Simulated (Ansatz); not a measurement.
# NbCd₃ (Pm-3m) as a metal

```
Nb Cd
1.0
     4.23154    0.00000    0.00000
     0.00000    4.23154    0.00000
     0.00000    0.00000    4.23154
Nb Cd
1 3
Direct
  0.00000 0.00000 0.00000
  0.00000 0.50000 0.50000
  0.50000 0.00000 0.50000
  0.50000 0.50000 0.00000
```

Computed, not measured; unless marked otherwise by PBEsol, all-electron LAPW in Ansatz 0.2.0, scalar-relativistic. k mesh 8×8×8, fine mesh 10×10×10, Fermi-Dirac smearing of 0.050 eV, basis error target 1 meV/atom. The cell was relaxed by PAW under this functional. This phase needn't be the one found at ambient conditions.

Levels and slopes are solved on a 10×10×10 mesh, and each state is taken as quadratic over its cell.

Question: What is the density of states at the Fermi level, and which bare Sommerfeld coefficient follows?

Answer: N(E_F) = 0.403 states/eV/atom (both spins), so γ = (π²/3) k_B² N(E_F) = 0.949 mJ/(mol-atom K²) without electron-phonon or spin-fluctuation enhancement.

Question: What Drude plasma energy and σ/τ do the band velocities give?

Answer: (ħω_p,α)² = (e²/ε₀VN_k) Σ_nkσ (∂E/∂k_α)² δ(E − E_F) gives ħω_p = (3.88, 3.88, 3.88) eV along x, y, z, and σ/τ = ε₀ω_p² = 3.08×10²⁰ Ω⁻¹m⁻¹s⁻¹ along x. Weighted by the density of states, the mean Fermi speed is 0.479×10⁶ m/s; the surface has an area of 8.31 Å⁻² for each spin direction.

Question: Which bands cross the Fermi level, and what do they carry?

Answer: 

| band | filled part | N (states/eV/cell) | speed (10⁶ m/s) | 5th to 95th percentile | area (Å⁻²) | filling |
| --- | --- | --- | --- | --- | --- | --- |
| 1 | 1.00 | 0.0452 | 0.327 | 0.29 to 0.37 | 0.159 | nearly full |
| 2 | 0.98 | 0.3 | 0.353 | 0.25 to 0.43 | 1.14 | nearly full |
| 3 | 0.49 | 1.17 | 0.461 | 0.31 to 0.68 | 5.79 | partly filled |
| 4 | 0.04 | 0.0992 | 1.15 | 1.08 to 1.29 | 1.23 | nearly empty |

Question: Map the plane k₃ = 1/2 of the mesh: how many bands lie under the Fermi level at each point, counted from the least on the plane?

Answer: k₁ runs to the right and k₂ upwards, each from −½ to ½ with 0 in the middle (the axes needn't be at right angles):
```
2211111112
2111101111
1111000111
1110000011
1100000001
1110000011
1111000111
2111101111
2211111112
2221111122
```

Question: On PAW files the program sums the optical response inside the mesh cells, interband lines and its own Drude term. Where does ε₁ rise through zero (a sharp plasmon if ε₂ is small there), and how much light is reflected?

Answer: 

| Item | Value |
| --- | --- |
| Fine mesh | 10, 10, 10 |
| Window top | 20 eV |
| Line width | 0.1 eV |
| Drude damping | 0.03 eV |
| ε₁ rises through zero at x | 0.99, 11.3 eV |
| ε₂ there x | 21.46, 0.9 |
| Plasma energy (x, y, z) | 3.919, 3.919, 3.919 eV |
| Reflectivity at 1 eV, x-polarised | 0.5442 |
| Reflectivity at 2 eV, x-polarised | 0.4469 |
| Reflectivity at 3 eV, x-polarised | 0.357 |

The plasma energy here is the program's own sum at the run's smearing; it differs from the value above by up to 1 %, through mesh and smearing.

Question: What does PAW give for the same cell?

Answer: N(E_F) = 0.403 states/eV/atom and ħω_p,x = 3.88 eV.

Limits of these numbers: filled d bands lie too high at this level, so their transitions start too early; these sums move with the mesh, by several per cent and more for small sheets; frozen-core PAW files fitted under PBE, their cores solved anew for the functional of the run.
